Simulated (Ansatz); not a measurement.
Ca$_{5}$Hg$_{3}$: reading a single point

```
Ca Hg
1.0
    -4.04874    4.04874    7.26836
     4.04874   -4.04874    7.26836
     4.04874    4.04874   -7.26836
Ca Hg
10 6
Cartesian
  1.3320 5.3808 2.1325
  2.7167 1.3320 2.1325
  2.7167 -1.3320 9.4009
  1.3320 2.7167 9.4009
  1.3320 2.7167 5.1358
  2.7167 -1.3320 5.1358
  2.7167 1.3320 -2.1325
  1.3320 5.3808 -2.1325
  0.0000 0.0000 0.0000
  0.0000 0.0000 7.2684
  0.0000 0.0000 3.6342
  0.0000 0.0000 10.9025
  -1.0713 2.9774 7.2684
  1.0713 2.9774 0.0000
  5.1200 1.0713 0.0000
  2.9774 1.0713 7.2684
```

Method: r2SCAN, no spin polarisation; PAW, plane waves to 500 eV, 6×6×6 Γ-centred mesh, gaussian occupations (width 0.055 eV) (Ansatz 0.2.0), atoms fixed.

Contacts: Hg–Hg at 3.03 Å: least valence density 0.24 e/Å³ and ELF 0.24 there. Ca–Hg at 3.16 Å: least valence density 0.12 e/Å³ and ELF 0.07 there. Ca–Ca at 3.59 Å: least valence density 0.04 e/Å³ and ELF 0.08 there. These are pseudo-fields; inside the PAW spheres they differ from the all-electron ones.
Stress: The pressure is 1.1 GPa (compression positive), so with the atoms held at these fractions the cell would first expand.
Charges: Bader charges in e: Ca +1.28, Hg -2.45 to -1.93. In the mean Ca gives up most and Hg takes most. There are 2 density maxima away from the nuclei.
Forces: The largest is on Ca1 (and as large on other atoms): 0.08 eV/Å, components (0.04, 0.04, 0.06). It makes 87° with the line to a nearest neighbour, Hg13 at 3.16 Å.
Electronic structure: It is a metal, with about 13 states/eV a cell as the mean within 0.25 eV of the Fermi level.

Origin: a database entry at a rescaled volume.
